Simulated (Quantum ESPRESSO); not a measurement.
```
CELL_PARAMETERS angstrom
      3.59360     0.00000     0.00000
      0.00000     3.59360     0.00000
      0.00000     0.00000     5.06842
ATOMIC_POSITIONS crystal
  Hf 0.50000 0.50000 0.50000
  Hf 0.00000 0.00000 0.00000
  O  0.00000 0.50000 0.70224
  O  0.00000 0.50000 0.20224
  O  0.50000 0.00000 0.79776
  O  0.50000 0.00000 0.29776
```
The cell was made here from a computed Materials Project entry: strained by -2 % along the unique axis and by +1 % across it, atoms relaxed (PBE without dispersion, pw.x of a modified build of Quantum ESPRESSO, symmetry kept). The parent is HfO2 in P4₂/nmc. Stability against distortions was not tested. The run has no spin polarisation.

A lattice sum over point charges, one formal value an element (Hf +4, O -2), with no Sternheimer factor, costs far less than a self-consistent run. Taken along the main axis of each site's self-consistent tensor, it gives:

```csv
site,"V along that axis, point charges (a.u.)"
"Hf (atoms 1, 2)",0.013
"O (atoms 3, 4, 5, 6)",-0.056
```

**Question.** How do the values of the PAW reconstruction of the field gradient on a scalar-relativistic PBE ground state (Quantum ESPRESSO, JTH datasets) compare?

**Answer.** 
```csv
site,"Vzz, PAW (a.u.)",PAW over point charges
Hf,1.345,110
O,0.140,-2.5
```
Along that axis the sign differs on O.  Cores are frozen. Against all-electron runs on small test molecules, this scheme's |Vzz| missed by −2 to +6 % on O. Hf had no test against all-electron runs. Spin–orbit coupling is left out, a limit on Hf.
